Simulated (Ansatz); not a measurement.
**What DFT gives for Cd$_{2}$N$_{3}$**

```
CELL_PARAMETERS angstrom
-3.93372 0.00000 3.67626
3.93372 0.00000 3.67626
0.00000 5.96893 3.67626
ATOMIC_POSITIONS crystal
Cd 0.71800 0.28200 0.00000
Cd 0.28200 0.71800 0.00000
Cd 0.75000 0.25000 0.50000
Cd 0.25000 0.75000 0.50000
N 0.13330 0.13330 0.14700
N 0.28030 0.28030 0.85300
N 0.86670 0.86670 0.85300
N 0.71970 0.71970 0.14700
N 0.85190 0.85190 0.29620
N 0.14810 0.14810 0.70380
```

The numbers come from plane-wave PAW DFT (Ansatz): LDA, no spin polarisation, 420 eV, 5×5×5 Γ-centred k points, methfessel-paxton occupations (width 0.013 eV). Nothing was relaxed.

(1) What is the formation energy?

(2) What does the stress say?

(3) Metal or insulator?

(4) Which element gives electrons and which takes them?

Origin: a known structure type with other elements, at an estimated volume, so it need not be a known compound. Caveats: many states at the Fermi level without spin polarisation, so a magnetic state may lie lower; atoms or cell far from equilibrium.

## Answers

(1) 1.61 eV an atom against the elements' usual phases (free molecules for gases, crystals otherwise, with no correction for O₂ or N₂), so at this geometry it isn't bound against them. Relaxing would lower it.

(2) The pressure is -19.8 GPa (compression positive), so with the atoms held at these fractions the cell would first shrink; the forces are large, so a full relaxation may end otherwise. The principal stresses -25.2, -23.7, -10.4 GPa differ, so its shape would change too.

(3) It is a metal, with about 2.8 states/eV a cell as the mean within 0.25 eV of the Fermi level, mostly N p (45 %) and Cd s (44 %).

(4) Bader charges in e: Cd +0.60 to +0.68, N -0.43. In the mean Cd gives up most and N takes most.
